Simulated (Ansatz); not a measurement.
A free-standing Janus 2H monolayer of PdOS, relaxed with r2SCAN. In-plane lattice: a = 3.858 Å, b = 3.858 Å, γ = 120.0°; thickness between the outer nuclei 1.61 Å. Pd has 3 S at 2.33 Å and 3 O at 2.41 Å; O has 1 S at 1.61 Å and 3 Pd at 2.41 Å; S has 1 O at 1.61 Å and 3 Pd at 2.33 Å.

```
Pd O S
1.0
     3.85819    0.00000    0.00000
    -1.92910    3.34129    0.00000
     0.00000    0.00000   29.56388
Pd O S
1 1 1
Direct
  0.33333 0.66667 0.30204
  0.66667 0.33333 0.33281
  0.66667 0.33333 0.27842
```
The sheet repeats along a and b alone.

The questions ask for values computed with the plane-wave code Ansatz on this geometry. Note: simulated data, non-magnetic, for a generated structure that need not be the stable one.

Given (12×12×1 mesh): The LDA gap is indirect, 0.03 eV (Γ to K–Γ (0.40 of the way from K)), below the direct gap of 0.48 eV at Γ. (This is within a few times the smearing of 0.02 eV, so the filling near the edges can be smeared.)

Q: What does PBE+SOC give for the gap (12×12×1 mesh)?

A: With PBE+SOC the bands overlap by 0.12 eV (counted from 1, band 30 peaks at Γ and band 31 bottoms out at K–Γ (0.40 of the way from K)): no gap. Spin-orbit coupling itself accounts for -0.043 eV.

Q: Estimate the gap with r2SCAN on 12×12×1.

A: With r2SCAN the bands overlap by 0.30 eV (counted from 1, band 15 peaks at Γ and band 16 bottoms out at K–Γ (0.40 of the way from K)): no gap.

Q: Roughly how does the cost of the PBE+SOC run (12×12×1) compare with r2SCAN's (12×12×1)?

A: About 2.4 times as much (2.3 core-minutes against 60 core-seconds, on 4 threads of Arm Neoverse V1, with other jobs on the host).

Only the levels marked +SOC include spin-orbit coupling.

Where bands overlap the cell is a metal at that level, and these k meshes limit energies, forces and stress. Overlaps of a few tenths of an eV in semilocal functionals can be an artefact that a hybrid or GW lifts.

Where an edge lies off the special points, it is a point of the mesh or the k point where a search put PBE's edge or least direct gap, reused for the other functionals, whose own edges may lie a little apart.
